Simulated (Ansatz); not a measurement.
# Is this Zr3TiN4 structure a true minimum?

It was reached by relaxing an invented guess, and it needn't be the stable form of this composition.

Level of theory: DFT PBE, scalar-relativistic, plane waves, PAW (Ansatz 0.2.0). Cutoff 420 eV; k points 8×8×12 on the computed 8-atom cell (Γ-centred); Gaussian smearing, width 0.10 eV; no spin polarisation.

The cell below (8 atoms, space group Cmmm (No. 65)) is relaxed within its symmetry.

```
CELL_PARAMETERS angstrom
3.19253 -4.51659 0.00000
3.19253 4.51659 0.00000
0.00000 0.00000 3.20119
ATOMIC_POSITIONS crystal
Zr 0.50000 0.00000 0.00000
Zr 0.50000 0.50000 0.50000
Zr 0.00000 0.50000 0.00000
Ti 0.00000 0.00000 0.50000
N 0.76006 0.76006 0.00000
N 0.75514 0.24486 0.50000
N 0.24486 0.75514 0.50000
N 0.23994 0.23994 0.00000
```

For the test it was strained at random (σ = 1.5 % a component), the atoms were moved at random (σ = 0.05 Å), and all was relaxed again on a coarse 6×4×4 mesh (in the run’s order of axes) with 0.20 eV smearing, with no symmetry imposed.

Task: What happens?

Result: It returns, within 1 meV/atom of the unmoved cell on that mesh and with the same symmetry when read at 0.1 Å. So it is stable against the distortions that fit this cell and that this random move excites. Modes that don't fit the cell aren't tested.
